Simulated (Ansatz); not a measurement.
A geometry of VSi₂ away from equilibrium: step 3 of the relaxation of a relaxed VSi2 cell displaced along its unstable phonon at q = (½, ½, 0) of its primitive reciprocal cell (43i cm⁻¹), largest move 0.15 Å. The numbers are results of PBEsol (plane waves to 420 eV, PAW, scalar-relativistic; Ansatz, a first-principles code), not measurements. Γ-centred k-mesh 9×9×9 on the run's cell (coarser than for final values), Fermi–Dirac smearing 0.05 eV.

```
VSi2
1.0
    4.15140     2.25657    12.02247
    0.00000     2.25657    12.02247
    0.00000    -2.34178     6.02797
V Si
4 8
Cartesian
  0.17273  -0.08508  13.93511
  1.90297   1.04321  19.94635
 -0.17273  -0.00013   4.11533
  2.24843   1.12816  10.12657
 -0.15638  -0.00608   1.68849
  2.23209   1.12221   7.69973
  0.02767  -0.03363  11.44023
  2.04803   1.09466  17.45146
  0.15638  -0.07913  16.36195
  1.91932   1.04915  22.37319
 -0.02767  -0.05158   6.61022
  2.10337   1.07670  12.62145
```

### Question
Which atoms carry the largest force, and which way does it point?

### Answer
0.24 eV/Å, on Si5, Si6, Si9, Si10 (atoms numbered as listed); on Si9 its components are (0.13, -0.19, -0.06).

### Question
What is the pressure?

### Answer
-0.1 GPa, compression positive.

No spin polarisation in the result.

The run could not lose the symmetry of its start, so the end can be a saddle point.

The end of the path is a generated cell of VSi2: the first start was made by placing the elements on the sites of a structure type, and the end was not matched to a known phase here, so it may be hypothetical.
